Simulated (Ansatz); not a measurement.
Input file for Ansatz (an electronic-structure program):

Ansatz 0.2 input:
```yaml
crystal:
  lattice:
    - [4.8410751843, 0.0, 0.0]
    - [0.0, 4.8410751843, 0.0]
    - [0.0, 0.0, 4.8410751843]
  atoms:
    - { symbol: Mg, position: [0.0, 0.5, 0.5] }
    - { symbol: Mg, position: [0.5, 0.5, 0.0] }
    - { symbol: Mg, position: [0.5, 0.0, 0.5] }
    - { symbol: Mg, position: [0.0, 0.0, 0.0] }
    - { symbol: O, position: [0.4116297731, 0.0883702269, 0.9116297731] }
    - { symbol: O, position: [0.5883702269, 0.9116297731, 0.0883702269] }
    - { symbol: O, position: [0.0883702269, 0.9116297731, 0.4116297731] }
    - { symbol: O, position: [0.9116297731, 0.0883702269, 0.5883702269] }
    - { symbol: O, position: [0.9116297731, 0.4116297731, 0.0883702269] }
    - { symbol: O, position: [0.0883702269, 0.5883702269, 0.9116297731] }
    - { symbol: O, position: [0.5883702269, 0.5883702269, 0.5883702269] }
    - { symbol: O, position: [0.4116297731, 0.4116297731, 0.4116297731] }
kpoints:
  mp_grid: { grid: [6, 6, 6] }
hamiltonian:
  xc: pbesol
  pseudopotentials: { kind: paw }
scf:
  occupations: { method: fixed }
phonons:
  method: dfpt
  response_accuracy: low
  qmesh: [2, 2, 2]
  interpolated_qmesh: [11, 11, 11]
  dielectric: true
  rigid_motions: translations
  temperatures: { t_max: 1000, t_step: 50 }
  qpath:
    path:
      - [[0.0, 0.0, 0.0], [0.0, 0.5, 0.0], [0.5, 0.5, 0.0], [0.0, 0.0, 0.0], [0.5, 0.5, 0.5], [0.0, 0.5, 0.0]]  # Γ-X-M-Γ-R-X
      - [[0.5, 0.5, 0.5], [0.5, 0.5, 0.0], [0.5, 0.0, 0.0]]  # R-M-X_1
    npoints: 11
```

Output (shortened):

```
WARN phonons: the dynamical matrix that this run interpolates holds no multipole term above the dipole-dipole one, and a site of this crystal is no centre of …
zone centre: on kpoints.mp_grid the ground state, and the responses unless they are solved on pairs of k-points, stand on 112 of the mesh's 216 k-points, …
Pseudopotentials: kind: paw
Pseudopotential: Mg, paw, valence charge 10
Pseudopotential: O, paw, valence charge 6
Functional definition: PBEsol
Crystal: 12 atoms, lattice volume = 113.455 Å³
Basis set: ecut = 420 eV, 2205 PW (Γ), exchange–correlation on 72×72×72 points (8 copies of the dense FFT grid, shifted against one another)
Bands: 56, of which v1, the nominal top of the filled ones, is band 44 counted from 1 (43 counted from 0)
Symmetry: 24 space group operations
k-points: 112 of 216 (irreducible under 1 space group operation, time reversal used)
PAW frozen core: Mg, regenerated for the run's functional, and the local potential with it
PAW frozen core: O, regenerated for the run's functional, and the local potential with it
Initial wavefunctions: pseudopotential atomic-orbital guess
Eigensolver: davidson
Functional: x = pbesol(κ = 0.804, μ = 0.12345679012345678), c = pbesol(β = 0.046)
all-band conjugate gradients solve this SCF's bands
SCF 1 converged in 8 iterations: F = -12135.541504 eV  dr2 = 7.44e-11
SCF converged after 8 iterations
Free energy (F): -12135.541504 eV
Harris-Foulkes:  -12135.541504 eV  (|F-HF|=3.64e-12)
Internal energy: -12135.541504 eV  (E = F + TS)
E sigma→0 (E₀):  -12135.541504 eV
Fermi energy:    6.952250 eV
--- Per-component energies (eV) ---
  E_band       = -1321.157328
  E_kinetic    = 1706.091493
  E_local      = -8045.364914  (includes V_loc(G=0)·N_el)
  E_nonlocal   = 771.165875
  E_hartree    = 2765.925483
  E_xc         = -699.982988
  E_vxc        = -900.003226  (∫ρ·V_xc dr)
  E_paw        = -2338.962010  (= ΣΔE_a)
  E_vpaw       = -384.917615  (= ΣTr[D̂ρ^β])
  E_aug_tail   = 0.019756  (compensation charges beyond the density's cutoff)
  E_ewald      = -6294.951951
  E_core_change = 0.517752  (= ΣΔE_core)
  E_smearing   =  0.000000  (= −TS)
  E_closure    =  0.000000  (closes the sum)
  Σ components = -12135.541504   (vs F -12135.541504, Δ=0.00e0)
--- Band table (eV; the first three rows and the last of 112) ---
  k-point 0: bands = ["-65.4220", "-65.4202", "-65.4202", "-65.4202", "-32.3881", "-32.3881", "-32.3881", "-32.3792", "-32.3754", "-32.3754", "-32.3754", "-32.3738", "-32.3738", "-32.3671", "-32.3671", "-32.3671", "-14.3060", "-13.5278", "-13.5278", …
  k-point 1: bands = ["-65.4218", "-65.4203", "-65.4202", "-65.4202", "-32.3873", "-32.3873", "-32.3869", "-32.3791", "-32.3762", "-32.3756", "-32.3748", "-32.3745", "-32.3736", "-32.3687", "-32.3677", "-32.3677", "-14.2543", "-13.5799", "-13.5217", …
  k-point 2: bands = ["-65.4215", "-65.4207", "-65.4202", "-65.4202", "-32.3850", "-32.3850", "-32.3834", "-32.3796", "-32.3785", "-32.3760", "-32.3759", "-32.3733", "-32.3728", "-32.3727", "-32.3692", "-32.3692", "-14.1125", "-13.7226", "-13.5094", …
  k-point 111: bands = ["-65.4206", "-65.4206", "-65.4206", "-65.4206", "-32.3917", "-32.3917", "-32.3917", "-32.3917", "-32.3703", "-32.3703", "-32.3703", "-32.3703", "-32.3693", "-32.3693", "-32.3693", "-32.3693", "-13.6582", "-13.6582", "-13.6582", …
  band table: 56 of 56 bands, residual norms ≤ 1.0e-3 eV
--- Phonons (Γ-DFPT): 2 representative perturbations + reference, on 112 of 216 k-points (Σ response iterations 6) ---
  k mesh reduced under 1 symmetry operation, with k and −k counted as one. Each operation leaves every solved perturbation unchanged …
  ASR residual: 2.386e-4 → 0.000e0 eV/Å²; symmetrization residual: 1.831e-5 eV/Å²
  ASR residual per site (eV/Å²): 1.07e-4 1.07e-4 1.07e-4 1.07e-4 2.39e-4 2.39e-4 2.39e-4 2.39e-4 2.39e-4 2.39e-4 2.39e-4 2.39e-4
  Γ frequencies (cm⁻¹): 0.00 0.00 0.00 216.09 216.09 217.20 217.20 217.20 230.23 326.14 326.14 326.14 362.13 376.47 376.47 376.47 401.24 401.24 401.24 417.70 417.70 417.70 425.75 425.75 432.35 432.35 450.72 450.72 450.72 455.35 455.35 455.35 893.23 893.23 893.23 903.48
  ε∞ (high-frequency dielectric tensor):
        3.051350     0.000000     0.000000
        0.000000     3.051350     0.000000
        0.000000     0.000000     3.051350
  ε⁰ (static dielectric tensor: ions relaxed, cell fixed):
        6.631664     0.000000     0.000000
        0.000000     6.631664     0.000000
        0.000000     0.000000     6.631664
  ε⁰ − ε∞ (ionic part):
        3.580314     0.000000     0.000000
        0.000000     3.580314     0.000000
        0.000000     0.000000     3.580314
  softest optical mode at Γ: 216.09 cm⁻¹; the repairs (sum rule, projections) moved no ω² at Γ by more than (4.02 cm⁻¹)²
  Born effective charges Z* (e; rows j = field, columns β = displacement):
    site 0:
         2.03944   -0.16367   -0.10110
         0.10110    2.03944   -0.16367
         0.16367    0.10110    2.03944
    site 1:
         2.03944   -0.16367    0.10110
         0.10110    2.03944    0.16367
        -0.16367   -0.10110    2.03944
    site 2:
         2.03944    0.16367    0.10110
        -0.10110    2.03944   -0.16367
        -0.16367    0.10110    2.03944
    site 3:
         2.03944    0.16367   -0.10110
        -0.10110    2.03944    0.16367
         0.16367   -0.10110    2.03944
    site 4:
        -1.01972   -0.08779    0.05996
        -0.05996   -1.01972   -0.08779
         0.08779   -0.05996   -1.01972
    site 5:
        -1.01972   -0.08779    0.05996
        -0.05996   -1.01972   -0.08779
         0.08779   -0.05996   -1.01972
    site 6:
        -1.01972   -0.08779   -0.05996
        -0.05996   -1.01972    0.08779
        -0.08779    0.05996   -1.01972
    site 7:
        -1.01972   -0.08779   -0.05996
        -0.05996   -1.01972    0.08779
        -0.08779    0.05996   -1.01972
    site 8:
        -1.01972    0.08779   -0.05996
         0.05996   -1.01972   -0.08779
        -0.08779   -0.05996   -1.01972
    site 9:
        -1.01972    0.08779   -0.05996
         0.05996   -1.01972   -0.08779
        -0.08779   -0.05996   -1.01972
    site 10:
        -1.01972    0.08779    0.05996
         0.05996   -1.01972    0.08779
         0.08779    0.05996   -1.01972
    site 11:
        -1.01972    0.08779    0.05996
         0.05996   -1.01972    0.08779
         0.08779    0.05996   -1.01972
  Z* charge neutrality: 5.124e-6 e pre-enforcement
  k-mesh period / interband length: 29.0 Å / 0.91 Å = 32.01 at k = (0.0000, 0.0000, 0.3333), direct gap 4.096 eV — 14 or more, which is no proof of convergence
  optical modes at Γ without the LO–TO term, one row a degenerate level:
      ω (cm⁻¹)  modes    IR ((D/Å)²/amu)
        216.09      2             0.0000
        217.20      3             1.9841
        230.23      1             0.0000
        326.14      3            12.3534
        362.13      1             0.0000
        376.47      3            17.6776
        401.24      3             0.0000
        417.70      3            39.1422
        425.75      2             0.0000
        432.35      2             0.0000
        450.72      3            13.0193
        455.35      3             0.0000
        893.23      3             0.0000
        903.48      1             0.0000
  optical modes at Γ + LO–TO along q̂ = [1.0000, 0.0000, 0.0000]:
      ω (cm⁻¹)  modes    IR ((D/Å)²/amu)
        216.09      2             0.0000
        217.20      2             1.3227
        220.72      1             0.0937
        230.23      1             0.0000
        326.14      2             8.2356
        336.20      1             0.2532
        362.13      1             0.0000
        376.47      2            11.7851
        387.73      1             0.2492
        401.24      3             0.0000
        417.70      2            26.0948
        425.75      2             0.0000
        432.35      2             0.0000
        442.68      1             0.2295
        450.72      2             8.6795
        455.35      3             0.0000
        581.14      1            27.2334
        893.23      3             0.0000
        903.48      1             0.0000
  optical modes at Γ + LO–TO along q̂ = [0.0000, 1.0000, 0.0000]:
      ω (cm⁻¹)  modes    IR ((D/Å)²/amu)
        216.09      2             0.0000
        217.20      2             1.3227
        220.72      1             0.0937
        230.23      1             0.0000
        326.14      2             8.2356
        336.20      1             0.2532
        362.13      1             0.0000
        376.47      2            11.7851
        387.73      1             0.2492
        401.24      3             0.0000
        417.70      2            26.0948
        425.75      2             0.0000
        432.35      2             0.0000
        442.68      1             0.2295
        450.72      2             8.6795
        455.35      3             0.0000
        581.14      1            27.2334
        893.23      3             0.0000
        903.48      1             0.0000
  optical modes at Γ + LO–TO along q̂ = [0.0000, 0.0000, 1.0000]:
      ω (cm⁻¹)  modes    IR ((D/Å)²/amu)
        216.09      2             0.0000
        217.20      2             1.3227
        220.72      1             0.0937
        230.23      1             0.0000
        326.14      2             8.2356
        336.20      1             0.2532
        362.13      1             0.0000
        376.47      2            11.7851
        387.73      1             0.2492
        401.24      3             0.0000
        417.70      2            26.0948
        425.75      2             0.0000
        432.35      2             0.0000
        442.68      1             0.2295
        450.72      2             8.6795
        455.35      3             0.0000
        581.14      1            27.2334
        893.23      3             0.0000
        903.48      1             0.0000
  non-analytic LO–TO correction: the dipole-dipole term of the run's Born effective charges and high-frequency dielectric tensor (where they are solved with …
--- Phonons (arbitrary-q DFPT): 4 irreducible q on the 2×2×2 mesh ---
  q = [0.0000, 0.0000, 0.0000] (star 1, of the zone-centre solve; hermiticity 2.45e-6, symmetrization 1.44e-7):  0.00  0.00  0.00 216.09 216.09 217.20 217.20 217.20 230.23 326.14 326.14 326.14 362.13 376.47 376.47 376.47 401.24 401.24 401.24 417.70 417.70 …
  q = [0.0000, 0.0000, -0.5000] (star 3, 6 solved perturbations on 112 of 216 k-point pairs; hermiticity 2.77e-6, symmetrization 3.43e-14): 155.62 155.62 155.62 155.62 267.95 267.95 275.49 275.49 288.99 288.99 290.73 290.73 313.26 313.26 345.07 345.07 396.48 …
  q = [0.0000, -0.5000, -0.5000] (star 3, 6 solved perturbations on 112 of 216 k-point pairs; hermiticity 2.41e-6, symmetrization 5.60e-14): 211.83 211.83 211.83 211.83 235.00 235.00 235.00 235.00 280.67 280.67 280.67 280.67 344.68 344.68 344.68 344.68 382.11 …
  q = [-0.5000, -0.5000, -0.5000] (star 1, 2 solved perturbations on 112 of 216 k-point pairs; hermiticity 3.13e-6, symmetrization 7.49e-13): 204.51 204.51 204.51 204.51 228.67 228.67 228.67 228.67 262.37 262.37 262.37 262.37 319.14 319.14 319.14 319.14 …
  sum rule: each row above includes the acoustic sum rule's correction from the zone centre's row sums; it moved no ω² by more than (2.12 cm⁻¹)²
  mesh force constants: q→R imaginary residual 1.88e-17; ASR residual 2.386e-4 → 0.000e0 eV/Å²; symmetrization residual 1.421e-14 eV/Å²
  interpolated dispersion: 80 rows × 36 modes
  density of states and harmonic sums: on the 11×11×11 q-mesh, interpolated from the force constants of a 2×2×2 supercell (with the dipole–dipole term)
  largest difference from the sums on the solved wave vectors: F 7.09e-2 eV, S 1.03e-4 and C_V 3.18e-5 eV/K
  zero-point energy: 0.923891 eV/cell   skipped modes (ω ≤ 0): 3   left out of the sums: 6.26e-5 of the cell's modes …
```

Cost: around 16 core-minutes (rough) on shared cores.

Space group Pa-3. The first step of the workflow began from a Materials Project structure, measured or hypothetical; the Crystallography Open Database copy checked does not list it. Its standing as an ambient phase is unchecked. Symmetry was held in the PBEsol relaxation.

Potentials: the later of the program's two PAW sets.

Ansatz is a plane-wave DFT program.
